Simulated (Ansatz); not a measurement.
# Coordination and ³³S quadrupole coupling in Bi₂S₃

Cell: a structure deposited in the COD, ions relaxed with PBE at fixed cell.

Space group Pnma (No. 62); a = 11.3450, b = 3.9940, c = 11.1930 Å.

| site | Wyckoff | site symmetry | x | y | z |
| --- | --- | --- | --- | --- | --- |
| Bi1 | 4c | .m. | 0.4866 | 0.2500 | 0.3251 |
| Bi5 | 4c | .m. | 0.3388 | 0.7500 | 0.0320 |
| S9 | 4c | .m. | 0.2845 | 0.2500 | 0.1922 |
| S13 | 4c | .m. | 0.5498 | 0.7500 | 0.1292 |
| S17 | 4c | .m. | 0.3780 | 0.7500 | 0.4438 |

One atom of each set is listed.

Computed with Ansatz: DFT, PBE, plane waves and PAW, scalar-relativistic, 420 eV cutoff, Γ-centred 3×7×3 k-points, Fermi–Dirac smearing 0.02 eV.

Q(³³S) = -69.40 mb.

Question: Rank these S sites by |C_Q|, smallest first.
A. S13: 5 Bi at 2.63–3.05 Å
B. S9: 3 Bi at 2.73–2.75 Å
C. S17: 5 Bi at 2.70–3.32 Å

Answer: B (4.49 MHz, η = 0.34), A (7.12 MHz, η = 0.94), C (14.9 MHz, η = 0.16).

At S9 V_zz stands upright on the plane through its three neighbours (within 1°).

Without spin–orbit coupling the gradients at and beside Bi can be off by some per cent, at some sites by more.
